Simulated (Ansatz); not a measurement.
ScPtN$_{2}$ in space group R-3m (No. 166; Sc on 3b, Pt on 3a, N on 6c) under volume change, r²SCAN in the plane-wave PAW code Ansatz, shape and atoms relaxed at each volume.

| V (Å³/atom) | E − E(relaxed) (meV/atom) | P (GPa) |
|---|---|---|
| 12.363 | 47.5 | 13.62 |
| 12.771 | 19.8 | 8.34 |
| 13.178 | 4.6 | 3.72 |
| 13.586 | 0.0 | 0.00 |
| 13.993 | 3.9 | -2.96 |
| 14.401 | 14.6 | -5.33 |
| 14.808 | 30.6 | -7.17 |

**Question.** What does a third-order Birch–Murnaghan fit give for V₀, B₀ and B′?

**Answer.** V₀ = 13.59 Å³/atom, B₀ = 109 GPa, B′ = 6.0.

The start of the workflow was typed in or built on a structure type; neither database checked (COD, Materials Project) lists it. Its standing as an ambient phase is unchecked. The cell was relaxed with r²SCAN under the symmetry of its start; its stability against distortions is not shown here. No spin polarisation was allowed. Scalar-relativistic: spin–orbit coupling is off unless named, which matters more the heavier the elements.

Potentials: the earlier of the program's two PAW sets. The files were generated under PBE; for other functionals the program regenerates the frozen cores, and for LDA and PBEsol the local potential too.
